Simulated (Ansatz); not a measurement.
ZrGeSe in space group P4/nmm (No. 129; Zr on 2c, Ge on 2a, Se on 2c), LDA (plane waves, PAW; program Ansatz), all energies at zero smearing, with the estimated change up to a 700 eV cutoff added, with one set of potentials and settings (totals compare only within such a set). Cell of 6 atoms (2 Zr, 2 Ge, 2 Se): -27359.890 eV.

| element | reference phase | E (eV/atom) |
|---|---|---|
| Zr | P6/mmm, 3 atoms in the cell | -4077.4793 |
| Ge | Fd-3m, 2 atoms in the cell | -4215.7216 |
| Se | P3_121, 3 atoms in the cell | -5383.2604 |

Formation energy per atom, worked out: (-27359.890 − 2×(-4077.4793) − 2×(-4215.7216) − 2×(-5383.2604))/6 = -1.161 eV/atom (-112 kJ per mol of atoms), at 0 K, without zero-point energy or fitted corrections.

The first step of the workflow began from a Materials Project structure, measured or hypothetical; the Crystallography Open Database files this formula in space group No. 129, but the cells were not matched. Its standing as an ambient phase is unchecked. Symmetry was held in the LDA relaxation; its stability against distortions is not shown here. The run is not spin-polarised. The references are the lowest solids computed at this level, not always the standard phases.

Potentials: the later of the program's two PAW sets.
